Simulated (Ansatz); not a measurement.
Sr₄P₂O:
Space group I4/mmm (No. 139); a = 4.760 Å, b = 4.760 Å, c = 15.819 Å, α = 90.00°, β = 90.00°, γ = 90.00°

```json
[
 {"atom": "Sr", "site": "4e", "symmetry": "4mm", "x": "0.0000", "y": "0.0000", "z": "0.3249"},
 {"atom": "Sr", "site": "4c", "symmetry": "mmm.", "x": "0.0000", "y": "0.5000", "z": "0.0000"},
 {"atom": "P", "site": "4e", "symmetry": "4mm", "x": "0.0000", "y": "0.0000", "z": "0.1350"},
 {"atom": "O", "site": "2b", "symmetry": "4/mmm", "x": "0.0000", "y": "0.0000", "z": "0.5000"}
]
```
(The calculation used a cell of 7 atoms; values per cell refer to that cell.)

Relaxed with PBEsol. Plane-wave PAW PBEsol (Ansatz code) gives a gap of 1.10 eV.

Task: What gap does HSE06 give on the same cell (Ansatz, PAW)?

Result: 1.89 eV, 0.79 eV more. The hybrid was solved on a coarser mesh and at special points; the gap given is the minimum over both.

```tsv
k	v1 PBEsol	c1 PBEsol	v1 HSE06	c1 HSE06
Γ	0.00	1.59	…	…
M	-0.07	1.10	-0.06	1.89
X	-0.76	1.92	-0.81	2.77
P	-0.69	2.12	-0.79	2.99
N	-0.56	2.60	…	…
S0	-0.44	2.48	…	…
R	-0.71	1.94	…	…
```

Task: Top valence (v1) and lowest conduction level (c1) in eV from each method's valence maximum (which need not be a listed point): supply the withheld HSE06 values.

Result: 
- R, v1 HSE06: -0.76
- R, c1 HSE06: 2.80
- S0, v1 HSE06: -0.46
- S0, c1 HSE06: 3.41
- N, v1 HSE06: -0.58
- N, c1 HSE06: 3.54
- Γ, v1 HSE06: 0.00
- Γ, c1 HSE06: 2.39

Cost on shared cores: the PBEsol run (SCF on a 8×8×8 mesh, then bands and DOS) around 90 core-seconds (rough), the HSE06 run (SCF on 5×5×5, then a few points) around 8 core-minutes (rough); the tasks are unlike.

The workflow started from a Materials Project entry (that database holds measured and hypothetical structures alike); the Crystallography Open Database copy checked does not list it. Its standing as an ambient phase is unchecked. The cell was relaxed with PBEsol under the symmetry of its start; whether a distortion lowers the energy is not shown. Spin–orbit coupling is left out wherever it is not named.

Potentials: the earlier of the program's two PAW sets. The files were generated under PBE; for other functionals the program regenerates the frozen cores, and for LDA and PBEsol the local potential too.
